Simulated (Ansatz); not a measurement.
An Ansatz (a quantum-chemistry and plane-wave program) run. Input:

Ansatz 0.2 input:
```yaml
crystal:
  lattice:
    - [3.5797191809, 0.0, 0.0]
    - [0.0, 3.5797191809, 0.0]
    - [0.0, 0.0, 4.7386253722]
  atoms:
    - { symbol: Ga, position: [0.5, 0.5, 0.6088805572] }
    - { symbol: Sn, position: [0.0, 0.0, 0.1860815532] }
    - { symbol: O, position: [0.0, 0.5, 0.4512371365] }
    - { symbol: O, position: [0.5, 0.0, 0.4512371365] }
    - { symbol: O, position: [0.5, 0.5, 0.9927636165] }
kpoints:
  mp_grid: { grid: [11, 11, 9] }
hamiltonian:
  xc: r2scan
  dispersion: d4
  pseudopotentials: { azcp: { folder: ./paw }, kind: paw }
scf:
  occupations: { method: gaussian, width: 0.05 }
checkpoint: { read: metal.run }
output: { write_density: true, elf: true, volumetric_format: npy }
basis: { fft_grid_basis: typed }
```

Output (shortened):

```
Pseudopotential: Ga, paw, valence charge 13
Pseudopotential: Sn, paw, valence charge 14
Pseudopotential: O, paw, valence charge 6
Functional definition: r2SCAN
Crystal: 5 atoms, lattice volume = 60.723 Å³
Basis set: ecut = 500 eV, 1561 PW (Γ), exchange–correlation on 108×108×144 points (64 copies of the dense FFT grid, shifted against one another)
Bands: 33, of which v1, the nominal top of the filled ones, is band 23 counted from 1 (22 counted from 0)
Symmetry: 8 space group operations
Space group: P4mm (ITA 99), of the structure as read, at distance tolerance 3.9e-5 Å
k-points: 105 of 1089 (time reversal used)
Stability of the state it starts from, as read at its close in the unpolarized treatment …
iter 1 solved again at ethr=2.62e-8 eV; its pass at ethr=3.10e-3 eV (dr2=1.18e-5 eV) is discarded
SCF iter   1: F=—  HF=-11535.229862 eV  |F-HF|=—  |Δ(HF+E_count)|=         —  Δρ=3.12e-7  dr2=6.34e-11  dr2_τ=4.45e-12  ethr=2.62e-8  ⟨swp⟩=3.8  Hψ=27508  notcnv=0
preconditioner: auto → LDOS
SCF iter   2: F=-11535.229862 eV  HF=-11535.229862 eV  |F-HF|=2.91e-11  |Δ(HF+E_count)|=   7.96e-8  Δρ=3.39e-7  dr2=4.72e-11  dr2_τ=4.12e-12  ethr=1.00e-12  ⟨swp⟩=6.5  Hψ=13591  notcnv=0
SCF 1 converged in 2 iterations: F = -11535.229862 eV  dr2 = 4.72e-11
SCF converged after 2 iterations
Free energy (F): -11535.229862 eV
Harris-Foulkes:  -11535.229862 eV  (|F-HF|=2.91e-11)
Internal energy: -11535.227977 eV  (E = F + TS)
E sigma→0 (E₀):  -11535.228919 eV
Entropy (-TS):   -0.001885 eV (-0.377 meV/atom)
Fermi energy:    10.035453 eV
--- Per-component energies (eV) ---
  E_band       = -115.773262
  E_kinetic    = 789.908673
  E_local      = -3340.613527  (includes V_loc(G=0)·N_el)
  E_nonlocal   = 215.612712
  E_hartree    = 1774.058735
  E_xc         = -384.273156
  E_vxc        = -446.747822  (∫ρ·V_xc dr)
  E_paw        = -6906.848719  (= ΣΔE_a)
  E_vpaw       = -909.540231  (= ΣTr[D̂ρ^β])
  E_aug_tail   = 0.000935  (compensation charges beyond the density's cutoff)
  E_vtau       = 27.488542  (kinetic-family band-sum trace: ∫τ·v_τ [+ j·A + Jᵃ·Aᵃ] dr)
  E_ewald      = -3682.524451
  E_disp       = -0.535612  (pairwise vdW)
  E_core_change = -0.013568  (= ΣΔE_core)
  E_smearing   = -0.001885  (= −TS)
  E_closure    = 0.000000  (closes the sum)
  Σ components = -11535.229862   (vs F -11535.229862, Δ=0.00e0)
  [band-id]    e_kinetic+e_local+e_nonlocal+2·e_hartree+e_vxc+e_vpaw+e_augmentation_tail+e_vtau = -115.773248   (vs E_band -115.773262, Δ=1.37e-5)
--- Band table (eV; the first three rows and the last of 105) ---
  k-point 0: bands = ["-12.2846", "-11.9241", "-11.9182", "-11.9182", "-11.8530", "-11.6768", "-9.1252", "-8.9633", "-4.6058", "-4.6058", "-4.4107", "-4.1853", "-3.8362", "1.9605", "3.4767", "3.4767", "6.5896", "7.0939", "7.3359", "7.3359", "7.5592", …
  k-point 1: bands = ["-12.2842", "-11.9237", "-11.9184", "-11.9184", "-11.8530", "-11.6650", "-9.1360", "-8.9639", "-4.6070", "-4.6070", "-4.4107", "-4.2212", "-3.8363", "2.0486", "3.5038", "3.5038", "6.3863", "7.0871", "7.2861", "7.2861", "7.5623", …
  k-point 2: bands = ["-12.2831", "-11.9227", "-11.9188", "-11.9188", "-11.8530", "-11.6344", "-9.1641", "-8.9654", "-4.6100", "-4.6100", "-4.4107", "-4.3087", "-3.8364", "2.2793", "3.5751", "3.5751", "5.9849", "7.0698", "7.1588", "7.1588", "7.5696", …
  k-point 104: bands = ["-12.3143", "-12.3136", "-11.9754", "-11.8591", "-11.8543", "-9.6681", "-9.6103", "-8.9362", "-4.6599", "-4.5511", "-4.3248", "-4.2625", "-4.2570", "0.6635", "1.4112", "4.0098", "4.0872", "6.7047", "7.5422", "7.6203", "8.2148", …
```

Cost: very roughly 50 core-seconds on shared cores.

The start of the workflow was typed in or built on a structure type; neither database checked (COD, Materials Project) lists it. Its standing as an ambient phase is unchecked. The cell was relaxed with r²SCAN+D4 under the symmetry of its start; whether a distortion lowers the energy is not shown. With an odd number of electrons in the cell and no spin polarisation, the count alone makes it a metal. Scalar-relativistic: spin–orbit coupling is off unless named, which matters more the heavier the elements.

Potentials: the earlier of the program's two PAW sets. The files were generated under PBE; for other functionals the program regenerates the frozen cores, and for LDA and PBEsol the local potential too.

Ansatz is a plane-wave DFT program.
